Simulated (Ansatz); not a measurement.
B₃HN₃:
```xyz
14
Lattice="3.7826 -2.1786 0.0000 3.7826 2.1786 0.0000 0.0000 0.0000 6.8380" Properties=species:S:1:pos:R:3 pbc="T T T"
B      3.7826     0.8380     3.5575
N      3.7826    -0.6093     3.1921
N      3.7826     0.6093     6.6111
B      3.7826    -0.8380     0.1385
B      5.0614    -1.3398     3.2936
N      1.2748    -0.5971     3.3338
N      1.2748     0.5971     6.7527
B      5.0614     1.3398     6.7126
B      2.5038    -1.3398     3.2936
N      6.2903    -0.5971     3.3338
N      6.2903     0.5971     6.7527
B      2.5038     1.3398     6.7126
H      3.7826     0.6121     4.9389
H      3.7826    -0.6121     1.5199
```

Relaxed with PBE+D3(BJ). Special points in fractions of this cell's reciprocal vectors: Γ (0.000, 0.000, 0.000); Y (0.500, 0.500, 0.000); F0 (0.333, 0.667, 0.000); Δ0 (-0.333, 0.333, 0.000); Z (0.000, 0.000, 0.500); B0 (-0.333, 0.333, 0.500); G0 (0.333, 0.667, 0.500); T (0.500, 0.500, 0.500); S (0.000, 0.500, 0.000); R (0.000, 0.500, 0.500).

Question: List the band energies nearest the Fermi level at these points for PBE+D3(BJ) in the plane-wave PAW code Ansatz.

Answer: In eV from the Fermi level; about four levels below and three above (degenerate sets whole), none deeper than 8.9 eV; points with the same levels are listed once.

```tsv
k	below	above
Γ	-2.94 -1.73 -1.63 -1.09	0.40 2.72 3.03
Y	-4.21 -3.99 -2.62 -0.82	0.49 3.58 4.38
F0	-3.90 -3.49 -3.39 -1.54	1.64 4.68 4.72
Z	-1.63 -1.63 -0.62 -0.62	2.72 2.72 5.17 5.17
B0	-4.24 -4.24 -4.05 -4.05	0.46 0.46 4.79 4.79
T	-3.08 -3.08 -0.06 -0.06	3.74 3.74 5.93 5.93
S	-3.89 -3.73 -2.53 -1.79	1.42 3.10 4.73
R	-4.60 -4.60 -3.11 -3.11	0.09 0.09 3.87 3.87
```

Space group Cmc2_1. The start of the workflow was typed in or built on a structure type; neither database checked (COD, Materials Project) lists it. Whether it is the stable phase at ambient conditions was not checked. The cell was relaxed with PBE+D3(BJ) under the symmetry of its start; its stability against distortions is not shown here. The volume moved by -18 % from the start of the relaxation.

Potentials: the earlier of the program's two PAW sets.
